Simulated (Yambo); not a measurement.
G0W0@PBEsol for Cs2WO2F4 (space group C2/m, No. 12) in Yambo. Reference settings: 2×2×2 Γ-centred k mesh, bands 2 to 320 and a 8 Ry block in the screening, 320 bands in G with the Bruneval-Gonze terminator, plasmon pole fitted at 27.2 eV. The PBEsol gap (0, -0.5, -0.5) → (-0.5, -0.5, 0) on this mesh is 2.41 eV; G0W0 gaps are taken between the same points.

```csv
change from the reference,"G0W0 gap (0, -0.5, -0.5) → (-0.5, -0.5, 0) (eV)",shift of the valence edge (eV)
reference settings,5.49,-1.24
"206 bands in G, no terminator",5.57,-0.88
"121 bands in G, no terminator",…,-0.58
1 Ry block,6.55,-1.91
"206 bands in W, 206 bands in G",5.54,-1.19
121 bands in G,5.52,-1.23
3 Ry block,…,-1.21
no terminator,5.52,-1.05
```

Question: Estimate the withheld gaps from the other rows; the computed values follow.

Answer: 
- 121 bands in G, no terminator, G0W0 gap (0, -0.5, -0.5) → (-0.5, -0.5, 0) (eV): 5.63
- 3 Ry block, G0W0 gap (0, -0.5, -0.5) → (-0.5, -0.5, 0) (eV): 5.53

The reference isn't shown to be the converged limit.

Spin-orbit coupling is not included.

Geometry of the Materials Project entry, not relaxed at this level; primitive cell a = b = 6.3426 Å, c = 4.9703 Å, α = β = 91.21°, γ = 58.62°.

The structure is a Materials Project entry; no match was found in the copy of COD used, and its stability was not checked.

A shift is the quasiparticle energy of the state minus its PBEsol energy.
